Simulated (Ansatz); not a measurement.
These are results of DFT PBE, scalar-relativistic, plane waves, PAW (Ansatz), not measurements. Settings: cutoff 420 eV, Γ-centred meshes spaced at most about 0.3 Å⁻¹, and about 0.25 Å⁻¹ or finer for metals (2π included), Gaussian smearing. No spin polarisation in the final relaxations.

Temperature and zero-point effects are left out. All come from trial cells, and lower structures may exist.

Problem. Order these relaxed structures of AlCu5 by energy, lowest first, with the energy over the lowest of them.
A.

```xyz
6
Lattice="4.7247 0.0000 0.0000 -2.3624 4.0917 0.0000 0.0000 0.0000 6.9507" Properties=species:S:1:pos:R:3 pbc="T T T"
Al    0.0000    0.0000    0.0000
Cu    2.3624    0.0000    3.4753
Cu   -1.1812    2.0459    3.4753
Cu    1.1812    2.0459    3.4753
Cu    0.0000    0.0000    4.6319
Cu    0.0000    0.0000    2.3188
```

B.

```xyz
6
Lattice="4.4897 0.0000 0.0000 -2.2449 3.8882 0.0000 0.0000 0.0000 4.2341" Properties=species:S:1:pos:R:3 pbc="T T T"
Al    0.0000    0.0000    2.1170
Cu    2.9896    0.0000    0.0000
Cu   -1.4948    2.5890    0.0000
Cu    0.7501    1.2992    0.0000
Cu    0.0000    2.5922    2.1170
Cu    2.2449    1.2961    2.1170
```

C.

```xyz
6
Lattice="6.2810 0.0000 0.0000 0.0000 6.2810 0.0000 0.0000 0.0000 2.5260" Properties=species:S:1:pos:R:3 pbc="T T T"
Al    3.1405    3.1405    0.0000
Cu    2.0067    0.0000    1.2630
Cu    4.2743    0.0000    1.2630
Cu    0.0000    2.0067    1.2630
Cu    0.0000    4.2743    1.2630
Cu    0.0000    0.0000    0.0000
```

Solution. B (0 meV/atom), C (640 meV/atom), A (754 meV/atom). Forms: B Al and Cu ordered on hcp sites, P-62m; C P4/mmm; A P6/mmm. Counting all near atoms (those within 1.25 times the shortest distance at each site; a plus sign parts nearer from farther groups; a slash parts the counts of unlike sites): B has Al 12, Cu 12; C has Al 2, Cu 5/10; A has Al 2, Cu 2+6/4+4.

Cells relaxed within their symmetry can be saddle points. Some candidate types were left out of the draw beforehand, so a known form may be missing.
